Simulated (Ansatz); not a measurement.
Geometry optimisation in Ansatz: input, command and trajectory.

```yaml
crystal:
  lattice:
    - [3.8647742661, 0.0, 0.0]
    - [-1.932387133, 3.3469926943, 0.0]
    - [0.0, 0.0, 4.8537029462]
  atoms:
    - { symbol: Fe, position: [0.0, 0.0, 0.0], spin: 1.32 }
    - { symbol: Fe, position: [0.0, 0.0, 0.5], spin: 1.32 }
    - { symbol: Sb, position: [0.3333333333, 0.6666666667, 0.25] }
    - { symbol: Sb, position: [0.6666666667, 0.3333333333, 0.75] }
basis:
  ecutwfc: 420
kpoints:
  mp_grid: { grid: [12, 12, 8] }
hamiltonian:
  xc: pbesol
scf:
  occupations: { method: gaussian, width: 0.1 }
output:
  forces: true
  stress: true
  eigenvalues: true
  populations: true
magnetization:
  spin_polarized: true
relax:
  adjacent_minimum: "off"
  f_tol: 0.01
  max_steps: 30
  cell: { stress_tol: 0.1, fix: [volume] }
```

```bash
ansatz run input.yaml --threads 1 --pin off --max-ram 2560MiB --backend cpu --events-out ev --progress --plain --runs-dir out
```

Theory: DFT PBEsol, scalar-relativistic, plane waves, PAW (Ansatz 0.2.0).

The volume is held at 0.94 times that of the relaxed cell.

Of 4 frames 3 are shown, positions in Å and forces in eV/Å; the SCF threshold varies from step to step. Steps run on the plane waves of an earlier cell, with a Pulay correction in the pressure. The basis is chosen afresh for the last frame, the zero of the energies, and at times for earlier ones too; energy and pressure step there, also at an unchanged geometry.

```xyz
4
Lattice="3.8648 0.0000 0.0000 -1.9324 3.3470 0.0000 0.0000 0.0000 4.8537" Properties=species:S:1:pos:R:3:forces:R:3 pbc="T T T" step=1 free_energy_over_end_meV_per_atom=0.06 pressure_GPa=9.83
Fe    0.0000    0.0000    0.0000    0.0000    0.0000    0.0000
Fe    0.0000    0.0000    2.4269    0.0000    0.0000    0.0000
Sb    0.0000    2.2313    1.2134    0.0000    0.0000    0.0000
Sb    1.9324    1.1157    3.6403    0.0000    0.0000    0.0000
4
Lattice="3.8620 0.0000 0.0000 -1.9310 3.3446 0.0000 0.0000 0.0000 4.8607" Properties=species:S:1:pos:R:3:forces:R:3 pbc="T T T" step=2 free_energy_over_end_meV_per_atom=0.01 pressure_GPa=9.80
Fe    0.0000    0.0000    0.0000    0.0000    0.0000    0.0000
Fe    0.0000    0.0000    2.4303    0.0000    0.0000    0.0000
Sb    0.0000    2.2297    1.2152    0.0000    0.0000    0.0000
Sb    1.9310    1.1149    3.6455    0.0000    0.0000    0.0000
4
Lattice="3.8606 0.0000 0.0000 -1.9303 3.3434 0.0000 0.0000 0.0000 4.8641" Properties=species:S:1:pos:R:3:forces:R:3 pbc="T T T" step=4 free_energy_over_end_meV_per_atom=0.00 pressure_GPa=9.79
Fe    0.0000    0.0000    0.0000    0.0000    0.0000    0.0000
Fe    0.0000    0.0000    2.4321    0.0000    0.0000    0.0000
Sb    0.0000    2.2289    1.2160    0.0000    0.0000    0.0000
Sb    1.9303    1.1145    3.6481    0.0000    0.0000    0.0000
```

The run took 4.2 min on 1 thread of Intel(R) Xeon(R) Processor @ 2.50GHz (Skylake/Cascade Lake), on a shared host, peak memory 0.66 GiB.

Spin-orbit coupling is left out, which matters for the bands of heavy elements. Only parallel moments were tried here.